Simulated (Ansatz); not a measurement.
Zn$_{2}$InGaO$_{5}$ in space group P6_3/mmc (No. 194; Pearson symbol hP18), r²SCAN in the plane-wave PAW code Ansatz, all energies at zero smearing, with the estimated change up to a 700 eV cutoff added, with one set of potentials and settings (totals compare only within such a set). Cell of 18 atoms (4 Zn, 2 In, 2 Ga, 10 O): -37799.615 eV.

| element | reference phase | E (eV/atom) |
|---|---|---|
| Zn | P6_3/mmc, 2 atoms in the cell | -3325.6729 |
| In | I4/mmm, 1 atoms in the cell | -5611.8204 |
| Ga | Cmce, 4 atoms in the cell | -3790.2689 |
| O | C2/m, 4 atoms in the cell, spin-polarised | -566.0281 |

Formation energy per atom, worked out: (-37799.615 − 4×(-3325.6729) − 2×(-5611.8204) − 2×(-3790.2689) − 10×(-566.0281))/18 = -1.804 eV/atom (-174 kJ per mol of atoms), at 0 K, without zero-point energy or fitted corrections.

The first step of the workflow began from a Materials Project structure, measured or hypothetical; the Crystallography Open Database copy checked does not list it. Whether it is the stable phase at ambient conditions was not checked. Symmetry was held in the r²SCAN relaxation; whether a distortion lowers the energy is not shown. The references are the lowest solids computed at this level, not always the standard phases (solids in place of the gases).

Potentials: the later of the program's two PAW sets.
